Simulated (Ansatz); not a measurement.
Relaxed TiN (rock salt):

```
TiN
1.0
    0.00000     4.23332     4.23332
    2.11666     0.00000     2.11666
    2.11666     2.11666     0.00000
N Ti
2 2
Cartesian
  0.00000   0.00000   0.00000
  0.00000   2.11666   2.11666
  2.11666   2.11666   2.11666
  2.11666   4.23332   4.23332
```

In each cell atom 4 (Ti, nearest neighbour N at 2.117 Å; its periodic images, 3.0 Å or more away, move with it) moves by s·(-1.000, 0.000, 0.000) (towards the nearest neighbour), the rest being held.

Computed with r2SCAN (plane waves to 500 eV, PAW, scalar-relativistic; Ansatz, a program for electronic structure). k mesh 15×15×15 (Γ-centred), Fermi-Dirac smearing 0.05 eV. Left out: 2 of 11 points, with atoms too close for the PAW data. With partly filled bands, energies and forces of such displacements shift with the k mesh and the smearing. F∥ is the force on the atom along that direction. The PAW data are Ansatz's earlier set. TiN is run without spin polarisation. TiN was relaxed with its symmetry unable to fall. 

```tsv
s (Å)	F∥ (eV/Å)
-0.336	5.621
-0.252	3.506
-0.168	1.965
-0.084	0.841
0.000	0.000
0.084	-0.841
0.168	-1.965
0.252	-3.506
0.336	-5.621
```

Problem. What is the force constant k = d²E/ds² of this move at s = 0?

Solution. 9.45 eV/Å². The forces along the line at the two nearest points give (0.841 − (-0.841)) / (2·0.084) = 10.01 eV/Å²; the next pair corrects for the finite step.

(For displaced atoms, the force is minus the slope of the energy, and its curvature is a force constant, which sets phonon frequencies.)
